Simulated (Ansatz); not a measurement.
# Structures of FeBr: which is lowest?

Plane-wave DFT in Ansatz with scalar-relativistic PAW potentials, cutoff 420 eV, Γ-centred meshes chosen by cell and gap, Gaussian smearing with energies taken to zero width. Every cell was relaxed (cell and atoms) in a run of its own, within the symmetry of its start. Functional: PBE.

Relaxed structures (starts from databases or built by putting these elements on another compound's sites):
A. P6/mmm, 6 atoms in the computed cell, a = 5.548 Å, c = 4.439 Å; sites (symmetry × multiplicity) Fe mmm × 3, Br -6m2 × 2 + 6/mmm × 1; start: built
B. P6_3mc, 4 atoms in the computed cell, a = 4.077 Å, c = 6.618 Å; sites (symmetry × multiplicity) Fe 3m. × 2, Br 3m. × 2; start: built

Question: Rank them by energy. Could pressure change the order?

Answer:
| structure | group | E − E(lowest) (meV/atom) | V (Å³/atom) | gap on mesh (eV) |
| --- | --- | --- | --- | --- |
| A | P6/mmm | 0.0 | 19.72 | 0.00 |
| B | P6_3mc | 105 | 23.81 | 0.00 |

A is lowest, 105 meV/atom under B. The lowest is also the densest of these, so pressure wouldn't bring one of the others in at first order. Other structures may lie lower than all of these, and vibrations aren't counted.

Moments started parallel, and an antiferromagnetic order may lie lower. Magnetic cells started from one order each; another order can shift an energy by tens of meV per atom.